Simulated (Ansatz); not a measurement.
V2SiN in space group P6_3/mmc (No. 194; V on 4f, Si on 2d, N on 2a) at seven volumes, the program Ansatz at the PBEsol level (PAW), shape and atoms relaxed at each. One row is withheld.

```csv
V (Å³/atom),P (GPa)
9.904,24.93
10.231,15.29
10.557,7.14
10.884,0.00
11.210,?
11.537,-11.38
11.863,-15.76
```

**Question.** Fit the shown pressures and predict the withheld one.

**Answer.** Third-order Birch–Murnaghan: P = (3/2)B₀(x^(7/2) − x^(5/2))[1 + (3/4)(B′ − 4)(x − 1)] with x = (V₀/V)^(2/3). Least squares on the six rows gives V₀ = 10.884 Å³/atom, B₀ = 218.4 GPa, B′ = 4.03. At V = 11.210, x = 0.9805 and P = -6.07 GPa. The run itself gave -6.18 GPa.

The start of the workflow was typed in or built on a structure type; neither database checked (COD, Materials Project) lists it. Whether it is the stable phase at ambient conditions was not checked. The PBEsol relaxation kept the symmetry of its start; its stability against distortions is not shown here. The workflow began spin-polarised and lost its moments.

Potentials: the earlier of the program's two PAW sets. The files were generated under PBE; for other functionals the program regenerates the frozen cores, and for LDA and PBEsol the local potential too.
